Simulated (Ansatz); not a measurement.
## Relaxing a structure of FeSi2

The start is a generated cell, FeSi2 placed in the AFLOW prototype AB2_cP12_205_a_c (C2, as in FeS2). The structure is fully relaxed (lattice and positions, P = 0) with r2SCAN (plane waves to 500 eV, PAW, scalar-relativistic; Ansatz, a first-principles code). The first steps use a coarse 4×4×4 k-mesh.

Starting cell:
```
FeSi2
1.0
    5.28038     0.00000     0.00000
    0.00000     5.28038     0.00000
    0.00000     0.00000     5.28038
Fe Si
4 8
Direct
  0.00000   0.00000   0.00000
  0.50000   0.50000   0.00000
  0.00000   0.50000   0.50000
  0.50000   0.00000   0.50000
  0.38510   0.38510   0.38510
  0.88510   0.11490   0.61490
  0.61490   0.88510   0.11490
  0.11490   0.61490   0.88510
  0.61490   0.61490   0.61490
  0.11490   0.88510   0.38510
  0.38510   0.11490   0.88510
  0.88510   0.38510   0.11490
```
Spin-polarised start, with parallel moments on Fe.

Which atoms feel the largest initial force, and how large is it?

About 2.8 eV/Å, on Si5, Si6, Si7, Si8, Si9, Si10, Si11, Si12 (atoms numbered as listed).

By how much does the energy per atom fall from start to end?

0.43 eV/atom.

How do the shortest distances between atoms change?

The closest pairs of elements (up to four, under 3.6 Å), start → end: Si–Si 2.10 → 2.42 Å; Fe–Si 2.21 → 2.39 Å.

Is the relaxed structure metallic? Give its gap.

Zero (metallic).

What magnetic moments remain?

Net 0.82 μB/atom, ferromagnetic.

The space group stays Pa-3 (No. 205) (the run could not lower it); the end is AFLOW prototype AB2_cP12_205_a_c (C2, as in FeS2), with 12 atoms in the primitive magnetic cell. Final values are on a 7×7×7 k-mesh of the relaxed cell. Spin state reached: ferromagnetic (net 0.82 μB/atom), from parallel starting moments; other spin orders were not run from this start. r2SCAN tends to overstate moments in metals. The program's look for a lower electronic state was skipped, cut short or left open in this run.

The run could not lose the symmetry of its start, so the end can be a saddle point.

The relaxed structure here is a generated cell of FeSi2: the first start was made by placing the elements on the sites of a structure type, and the end was not matched to a known phase here, so it may be hypothetical.
